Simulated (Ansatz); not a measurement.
An Ansatz input:

```yaml
crystal:
  lattice:
    - [-1.8305095406, 1.8304446831, 1.2564898539]
    - [1.8304446831, -1.8305095406, 1.2564898539]
    - [3.2731706276, 3.2731706276, -1.2566086406]
  atoms:
    - { symbol: V, position: [0.9999495862, 5.04138e-05, 0.0] }
    - { symbol: V, position: [0.7500504138, 0.2499495862, 0.5] }
hamiltonian:
  xc: r2scan
  pseudopotentials:
    kind: paw
    azcp:
      V: "pseudopotentials/V.paw.azcp"
basis:
  ecutwfc: 500
  fft_grid_basis: typed
kpoints:
  mp_grid: { grid: [17, 17, 8], shift: [0, 0, 0] }
magnetization:
  spin_polarized: false
scf:
  occupations: { method: fermi_dirac, width: 0.1 }
  lower_state_search: "off"
output:
  stress: true
```

Terminal output

```
Engine: ansatz 0.2.0, x86_64-unknown-linux-gnu
Pseudopotentials: kind: paw
Pseudopotential: V, paw, valence charge 13, recommended cutoff 500 eV (meta_gga) 
Functional definition: r2SCAN
  parameter k0 = 0.174
  parameter k1 = 0.065
  parameter a1 = 4.9479
  exchange = r2scan_x(k0 = k0, k1 = k1, a1 = a1)
  correlation = r2scan_c
Crystal: 2 atoms, lattice volume = 30.113 Å³
Basis set: ecut = 500 eV, 781 PW (Γ), exchange–correlation on 96×96×144 points (64 copies of the dense FFT grid, shifted against one another)
Bands: 17, of which v1, the nominal top of the filled ones, is band 13 counted from 1 (12 counted from 0)
Symmetry: 4 space group operations
Space group: C2/c (ITA 15), of the structure as read, at distance tolerance 3.1e-5 Å
k-points: 621 of 2312
Non-local potential: V, projectors of the file, l = 0: 3, l = 1: 2, l = 2: 3, l = 3: 1
PAW form: soft (Blöchl's): semilocal exchange-correlation on the pseudo side does not see the compensation charge
PAW frozen core: V, regenerated for the run's functional (the file was generated under x = pbe(κ = 0.804, μ = 0.2195149727645171), c = pbe(β = 0.06672455060314922))
PAW one-centre angular grid: V, 590 points (default); XC on 160 Gauss nodes
Initial density: superposition of atomic densities (neutral atoms: chi_scale 0, normalization atom), corrected by the library's trained network
Initial wavefunctions: pseudopotential atomic-orbital guess
Functional: x = r2scan, c = r2scan; τ floored in thin density (d = 2e-4 eV/Å³)
SCF iter   1: F=-5833.736532 eV  HF=-5833.756756 eV  |F-HF|=2.02e-2  |Δ(HF+E_count)|=         —  Δρ=1.91e-2  dr2=8.26e-2  dr2_τ=2.98e-2  ethr=1.77e-3  ⟨swp⟩=3.9  Hψ=41280  notcnv=0
SCF iter   2: F=-5833.791351 eV  HF=-5833.789194 eV  |F-HF|=2.16e-3  |Δ(HF+E_count)|=   3.24e-2  Δρ=5.25e-3  dr2=3.24e-3  dr2_τ=5.86e-4  ethr=3.18e-4  ⟨swp⟩=2.9  Hψ=27464  notcnv=0
SCF iter   3: F=-5833.792267 eV  HF=-5833.791304 eV  |F-HF|=9.63e-4  |Δ(HF+E_count)|=   2.11e-3  Δρ=2.73e-3  dr2=5.67e-4  dr2_τ=1.27e-4  ethr=1.24e-5  ⟨swp⟩=2.0  Hψ=15953  notcnv=0
SCF iter   4: F=-5833.792424 eV  HF=-5833.792357 eV  |F-HF|=6.72e-5  |Δ(HF+E_count)|=   1.05e-3  Δρ=8.12e-4  dr2=5.88e-5  dr2_τ=7.95e-6  ethr=2.18e-6  ⟨swp⟩=3.0  Hψ=22491  notcnv=0
SCF iter   5: F=-5833.792441 eV  HF=-5833.792440 eV  |F-HF|=8.96e-7  |Δ(HF+E_count)|=   8.33e-5  Δρ=1.28e-4  dr2=2.12e-6  dr2_τ=1.57e-7  ethr=2.26e-7  ⟨swp⟩=3.0  Hψ=20020  notcnv=0
SCF iter   6: F=-5833.792441 eV  HF=-5833.792441 eV  |F-HF|=2.78e-8  |Δ(HF+E_count)|=   1.39e-6  Δρ=2.36e-5  dr2=1.31e-7  dr2_τ=4.69e-9  ethr=8.17e-9  ⟨swp⟩=2.2  Hψ=15467  notcnv=0
SCF iter   7: F=-5833.792441 eV  HF=-5833.792441 eV  |F-HF|=9.80e-10  |Δ(HF+E_count)|=   1.70e-8  Δρ=3.25e-6  dr2=2.23e-9  dr2_τ=7.29e-11  ethr=3.85e-10  ⟨swp⟩=3.1  Hψ=29751  notcnv=0
SCF 1 converged in 7 iterations: F = -5833.792441 eV  dr2 = 2.23e-9
SCF converged after 7 iterations
Free energy (F): -5833.792441 eV
Harris-Foulkes:  -5833.792441 eV  (|F-HF|=9.80e-10)
Internal energy: -5833.698961 eV  (E = F + TS)
E sigma→0 (E₀):  -5833.745701 eV
Entropy (-TS):   -0.093481 eV (-46.740 meV/atom)
Fermi energy:    14.564196 eV
--- Per-component energies (eV) ---
  E_band       = -374.248574
  E_kinetic    = 667.062587
  E_local      = -1950.910914  (includes V_loc(G=0)·N_el)
  E_nonlocal   = -91.871865
  E_hartree    = 875.025796
  E_xc         = -251.343750
  E_vxc        = -365.845316  (∫ρ·V_xc dr)
  E_paw        = -2241.387992  (= ΣΔE_a)
  E_vpaw       = -407.275088  (= ΣTr[D̂ρ^β])
  E_aug_tail   = 0.000363  (compensation charges beyond the density's cutoff)
  E_vtau       = 24.537587  (kinetic-family band-sum trace: ∫τ·v_τ [+ j·A + Jᵃ·Aᵃ] dr)
  E_ewald      = -2839.741623
  E_core_change = -0.531562  (= ΣΔE_core)
  E_smearing   = -0.093481  (= −TS)
  E_closure    = 0.000000  (closes the sum)
  Σ components = -5833.792441   (vs F -5833.792441, Δ=0.00e0)
--- Stress (GPa, compression-positive) ---
      -17.123318       0.398362       0.000285
        0.398362     -17.123318       0.000285
        0.000285       0.000285     -16.817488
  P = ⅓ Tr σ = -17.0214 GPa (-170.214 kbar)
```

Command:

```sh
ansatz run input.yaml --threads 1 --pin off --max-ram 3584MiB --backend cpu --events-out ev --progress --plain --runs-dir out
```

On 1 thread of Intel(R) Xeon(R) Platinum 8259CL CPU @ 2.50GHz (Skylake/Cascade Lake) (shared host) this took about 48 s of wall time and 47 s of CPU time.
